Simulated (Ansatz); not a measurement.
Every step of a relaxation of bcc Nb (111), 5 layers

DFT, LDA, PAW with Ansatz's default frozen-core files, scalar-relativistic (Ansatz 0.2.0); a Γ-centred 8×8×1 k mesh, Fermi–Dirac smearing of 0.1 eV, no spin polarisation. The run relaxes the atoms in the fixed cell.

Command: `ansatz run input.yaml --threads 2 --pin off --max-ram 4096MiB --backend cpu --events-out ev --progress --plain --runs-dir out` It took 39 s on 2 threads of Arm Neoverse V2, with other jobs on the host, peak memory 0.52 GiB.

```yaml
crystal:
  lattice:
    - [4.5946883331, 0.0, 0.0]
    - [-2.2973441665, 3.9791168189, 0.0]
    - [0.0, 0.0, 19.7515]
  atoms:
    - { symbol: Nb, position: [0.833333333, 0.166666667, 0.4050313315] }
    - { symbol: Nb, position: [0.166666667, 0.833333333, 0.4525156656] }
    - { symbol: Nb, position: [0.5, 0.5, 0.5] }
    - { symbol: Nb, position: [0.833333333, 0.166666667, 0.5474843344] }
    - { symbol: Nb, position: [0.166666667, 0.833333333, 0.5949686685] }
kpoints:
  mp_grid: { grid: [8, 8, 1] }
scf:
  occupations: { method: fermi_dirac, width: 0.1 }
hamiltonian:
  xc: lda
  pseudopotentials: { kind: paw }
output:
  forces: true
  stress: true
  eigenvalues: true
relax:
  f_tol: 0.01
  max_steps: 40
efield:
  axis: 3
  amplitude: 0
  dipole_correction: true
```

Each step lists its free energy a cell above the last geometry, and Cartesian positions (Å) with forces (eV/Å).

The first step:

```
step 1  dF = 708.88 meV
  Nb 3.4460 0.6632 8.0000   0.0000 0.0000 2.2348
  Nb -1.1487 3.3159 8.9379   0.0000 0.0000 0.7428
  Nb 1.1487 1.9896 9.8758   0.0000 0.0000 0.0000
  Nb 3.4460 0.6632 10.8136   0.0000 0.0000 -0.7428
  Nb -1.1487 3.3159 11.7515   0.0000 0.0000 -2.2348
```

The PAW files were made under PBE. The cell is 1×1, so reconstructions are forbidden, and in slabs of four or five layers the relaxations can be far larger than at a real surface.

Task: Where does the relaxation end, and by which steps?

Result: After 6 geometries, with a shortest distance of 2.497 Å. The further steps:
```
step 2  dF = 38.24 meV
  Nb 3.4460 0.6632 8.1958   0.0000 0.0000 0.6053
  Nb -1.1487 3.3159 8.9902   0.0000 0.0000 0.4247
  Nb 1.1487 1.9896 9.8758   0.0000 0.0000 0.0000
  Nb 3.4460 0.6632 10.7613   0.0000 0.0000 -0.4247
  Nb -1.1487 3.3159 11.5557   0.0000 0.0000 -0.6053
step 3  dF = 4.71 meV
  Nb 3.4460 0.6632 8.2479   0.0000 0.0000 -0.2106
  Nb -1.1487 3.3159 9.0302   0.0000 0.0000 -0.1982
  Nb 1.1487 1.9896 9.8758   0.0000 0.0000 0.0000
  Nb 3.4460 0.6632 10.7213   0.0000 0.0000 0.1982
  Nb -1.1487 3.3159 11.5036   0.0000 0.0000 0.2106
step 4  dF = 3.12 meV
  Nb 3.4460 0.6632 8.2219   0.0000 0.0000 0.1892
  Nb -1.1487 3.3159 9.0252   0.0000 0.0000 -0.0420
  Nb 1.1487 1.9896 9.8757   0.0000 0.0000 0.0000
  Nb 3.4460 0.6632 10.7263   0.0000 0.0000 0.0420
  Nb -1.1487 3.3159 11.5296   0.0000 0.0000 -0.1892
step 5  dF = 0.07 meV
  Nb 3.4460 0.6632 8.2378   0.0000 0.0000 -0.0053
  Nb -1.1487 3.3159 9.0155   0.0000 0.0000 0.0273
  Nb 1.1487 1.9896 9.8758   0.0000 0.0000 0.0000
  Nb 3.4460 0.6632 10.7360   0.0000 0.0000 -0.0273
  Nb -1.1487 3.3159 11.5137   0.0000 0.0000 0.0053
step 6  dF = 0.00 meV
  Nb 3.4460 0.6632 8.2369   0.0000 0.0000 -0.0009
  Nb -1.1487 3.3159 9.0179   0.0000 0.0000 0.0007
  Nb 1.1487 1.9896 9.8758   0.0000 0.0000 0.0000
  Nb 3.4460 0.6632 10.7336   0.0000 0.0000 -0.0007
  Nb -1.1487 3.3159 11.5146   0.0000 0.0000 0.0009
```
